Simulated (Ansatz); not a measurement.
HfO₂:
```xyz
6
Lattice="4.8301 0.0000 0.0000 0.0000 4.8301 0.0000 0.0000 0.0000 3.2097" Properties=species:S:1:pos:R:3 pbc="T T T"
Hf     0.0000     0.0000     0.0000
Hf     2.4151     2.4151     1.6049
O      0.9417     3.8884     1.6049
O      3.8884     0.9417     1.6049
O      3.3568     3.3568     0.0000
O      1.4734     1.4734     0.0000
```

PBEsol in the plane-wave PAW code Ansatz gives a gap of 3.89 eV without spin–orbit coupling, maximum at Γ, minimum at Γ.

Question: What happens when spin–orbit coupling is switched on?

Answer: The gap decreases by 0.01 eV, to 3.88 eV; maximum at Γ, minimum at Γ.

Question: Give the electron effective mass with spin–orbit coupling.

Answer: 0.62, 0.79, 0.79 mₑ (principal values).

Question: Give the hole effective mass with spin–orbit coupling.

Answer: 2.0 along x (mₑ).

Space group P4_2/mnm (rutile). The first step of the workflow began from a Materials Project structure, measured or hypothetical; the Crystallography Open Database copy checked does not list it. It is not the phase usual at ambient conditions (space group No. 14, 29). The cell was relaxed with PBEsol under the symmetry of its start; its stability against distortions is not shown here. The run is not spin-polarised.

Potentials: the later of the program's two PAW sets.
